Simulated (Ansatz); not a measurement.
MgO (CsCl type, Pm-3m), the program Ansatz at the PBE level (PAW), all energies at zero smearing, with the estimated change up to a 700 eV cutoff added, with one set of potentials and settings (totals compare only within such a set). Cell of 2 atoms (1 Mg, 1 O): -2492.643 eV.

```
element                            reference phase  E (eV/atom)
-------  -----------------------------------------  -----------
Mg                   P6_3/mmc, 2 atoms in the cell   -1923.8026
O        C2/m, 4 atoms in the cell, spin-polarised    -565.0000
```

Formation energy per atom, worked out: (-2492.643 − 1×(-1923.8026) − 1×(-565.0000))/2 = -1.920 eV/atom (-185 kJ per mol of atoms), at 0 K, without zero-point energy or fitted corrections.

This is a known high-pressure phase of the composition, computed here at zero pressure and temperature. The PBE relaxation kept the symmetry of its start; its stability against distortions is not shown here. The references are the lowest solids computed at this level, not always the standard phases (solids in place of the gases).

Potentials: the later of the program's two PAW sets.
